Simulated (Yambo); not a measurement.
Yambo input for CsCl (CsCl type, space group Pm-3m, No. 221) under isotropic strain of -1.5 % on all lattice vectors (a = b = c = 4.004 Å, α = β = γ = 90.00°), on norm-conserving PBEsol (Quantum ESPRESSO, 58 Ry, without SOC) wavefunctions on a 10×10×10 mesh:

```
optics
chi
dipoles
kernel
FFTGvecs= 40 Ry
Chimod= "HARTREE"
NGsBlkXd= 4 Ry
% QpntsRXd
 1 | 1 |
%
% BndsRnXd
 1 | 48 |
%
GrFnTpXd= "R"
% EnRngeXd
 0.0 | 20.0 | eV
%
% DmRngeXd
 0.2 | 0.2 | eV
%
CGrdSpXd= 50
ETStpsXd= 161
% LongDrXd
 1.0 | 0.0 | 0.0 |
%
```

First lines of the file o-*.eps_q1_inv_rpa_dyson:

```
Absorption @ Q(1):   1.00000000     0.00000000     0.00000000    [q->0 direction]
#
# [ X ] Hartree size     :   81
# [GEN] GF Energies     : Perdew, Burke & Ernzerhof SOL(X)+Perdew, Burke & Ernzerhof SOL(C)
# [GEN] Green`s Function     : Retarded
#
# [GEN] Gauge     : Length
# [GEN] [r,Vnl] included     : yes
#
#    E[1] [eV]     Im(eps)     Re(eps)     Im(eps_o)     Re(eps_o)
#
     0.000000     0.28249E-09     2.888231     0.91032E-19     3.396908
     0.125000     0.001050     2.888558     0.001378     3.397337
     0.250000     0.002104     2.889541     0.002760     3.398627
     0.375000     0.003164     2.891183     0.004150     3.400780
     0.500000     0.004233     2.893488     0.005552     3.403804
     0.625000     0.005314     2.896463     0.006971     3.407707
     0.750000     0.006412     2.900117     0.008411     3.412500
     0.875000     0.007529     2.904461     0.009876     3.418198
     1.000000     0.008670     2.909508     0.011371     3.424819
     1.125000     0.009837     2.915275     0.012902     3.432382
     1.250000     0.011036     2.921778     0.014473     3.440911
     1.375000     0.012271     2.929039     0.016091     3.450433
     1.500000     0.013546     2.937082     0.017762     3.460979
     1.625000     0.014868     2.945933     0.019492     3.472583
     1.750000     0.016241     2.955622     0.021290     3.485286
     1.875000     0.017672     2.966184     0.023164     3.499131
     2.000000     0.019168     2.977656     0.025122     3.514167
     2.125000     0.020738     2.990081     0.027176     3.530451
     2.250000     0.022389     3.003507     0.029336     3.548045
     2.375000     0.024133     3.017988     0.031615     3.567018
     2.500000     0.025979     3.033584     0.034030     3.587448
     2.625000     0.027942     3.050362     0.036595     3.609424
     2.750000     0.030036     3.068399     0.039331     3.633045
     2.875000     0.032278     3.087779     0.042260     3.658421
     3.000000     0.034688     3.108601     0.045408     3.685680
     3.125000     0.037291     3.130974     0.048807     3.714966
     3.250000     0.040112     3.155024     0.052491     3.746441
     3.375000     0.043187     3.180896     0.056506     3.780294
     3.500000     0.046555     3.208754     0.060903     3.816741
     3.625000     0.050265     3.238793     0.065746     3.856034
     3.750000     0.054379     3.271235     0.071117     3.898466
     3.875000     0.058972     3.306348     0.077115     3.944384
     4.000000     0.064142     3.344446     0.083869     3.994199
```
(The file goes on to the top of the energy range.) Convergence of the RPA response with its 10×10×10 mesh was not tested.

Geometry strained from the cell relaxed with PBEsol, atoms relaxed again.
